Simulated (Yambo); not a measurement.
Input:

```
RbOH
1.0
    2.05890    -5.39405     0.00000
    2.05890     5.39405     0.00000
    0.00000     0.00000     4.20269
H O Rb
2 2 2
Direct
  0.96775   0.03225   0.39679
  0.03225   0.96775   0.89679
  0.90179   0.09821   0.23754
  0.09821   0.90179   0.73754
  0.63821   0.36179   0.26106
  0.36179   0.63821   0.76106
```

Workflow: PBEsol (pw.x of Quantum ESPRESSO, ONCV potentials, with spin-orbit coupling), then G0W0 in Yambo (4×4×2 Γ-centred k mesh, 200 bands and a 6 Ry block in the screening, 200 bands in G with the Bruneval-Gonze terminator, plasmon pole fitted at 27.2 eV).

Q: Give the PBEsol and G0W0 gaps between the band edges found on this mesh, and say where the edges lie.

A: Edges: Γ → Γ. PBEsol: 3.58 eV; G0W0: 5.88 eV. Convergence of the G0W0 settings was not tested. 

Geometry of the Materials Project entry, not relaxed at this level.

The structure is a Materials Project entry; no match was found in the copy of COD used, and its stability was not checked.
